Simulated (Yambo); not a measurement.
Yambo run on Na2NiO2 (space group Cmc2_1, No. 36). The wavefunctions are PBEsol (pw.x of Quantum ESPRESSO, ONCV potentials, scalar-relativistic) ones on a 4×4×1 mesh (48 occupied bands); a = 5.305 Å, b = 5.305 Å, c = 8.301 Å, α = 90.00°, β = 90.00°, γ = 148.67°.

Yambo input:

```
rim_cut
HF_and_locXC
RandQpts= 1000000
RandGvec= 1 Ry
EXXRLvcs= 98 Ry
VXCRLvcs= 392 Ry
% QPkrange
 1 | 1 | 48 | 49 |
 3 | 3 | 48 | 49 |
 4 | 4 | 48 | 49 |
 5 | 5 | 48 | 49 |
 7 | 7 | 48 | 49 |
%
```

k points by index: 1 = Γ, 3 = (0, -0.5, 0), 4 = (0.25, 0.25, 0), 5 = (0.25, -0.5, 0), 7 = (-0.5, -0.5, 0).

Table of the .hf output:

```
#    K-point    Band    Eo [eV]    Ehf [eV]    Vxc [eV]    Vnlxc [eV]
#
    1    48    -0.039259    -7.962881    -28.88429    -36.80792
    1    49    1.433562    7.050127    -27.33316    -21.71659
    3    48    -0.037093    -7.532689    -27.70887    -35.20447
    3    49    0.995546    6.976921    -27.72092    -21.73954
    4    48    -0.048863    -7.658051    -27.98424    -35.59342
    4    49    0.965491    6.953824    -27.42370    -21.43537
    5    48    -0.422689    -8.359223    -28.26344    -36.19998
    5    49    0.605345    6.131515    -27.03195    -21.50578
    7    48    0.000000    -7.765328    -28.56327    -36.32860
    7    49    1.455450    7.072109    -27.34839    -21.73173
```
Exchange alone, without screening.

Geometry of the Materials Project entry, not relaxed at this level.

The runs are not spin-polarised; magnetic order was not tried.
